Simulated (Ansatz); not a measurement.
Values for one crystal, relaxed and computed with plane-wave PAW PBEsol (Ansatz code); other levels are named.

```yaml
volume_per_atom: 13.15 Å³
electronic_character: metallic (no gap)
mechanical_stability: stable (all eigenvalues of C positive)
debye_temperature_from_the_elastic_constants: 478 K
Young's modulus: 326 GPa
Poisson's ratio: 0.30
Elastic constants (relaxed ions, GPa): C11 = 438, C12 = 182, C44 = 124
```

Task: Which compound is it?
(A) TaN, P6/mmm (Ta on 1a, Ta on 2d, N on 3f)
(B) InRu3N, anti-perovskite
(C) InMo2N, P6_3/mmc (In on 2d, Mo on 4f, N on 2a)
(D) Sc4N3O, Pm-3m (Sc on 3c, Sc on 1a, O on 1b, N on 3d)

Result: B, InRu3N, anti-perovskite

The start of the workflow was typed in or built on a structure type; neither database checked (COD, Materials Project) lists it. Its standing as an ambient phase is unchecked. The cell was relaxed with PBEsol under the symmetry of its start; its stability against distortions is not shown here. The workflow began spin-polarised and lost its moments. As this level gives no gap, shear constants depend on the k-mesh and smearing (Fermi–Dirac, 0.1 eV here). Scalar-relativistic: spin–orbit coupling is off unless named, which matters more the heavier the elements.

Potentials: the earlier of the program's two PAW sets. The files were generated under PBE; for other functionals the program regenerates the frozen cores, and for LDA and PBEsol the local potential too.
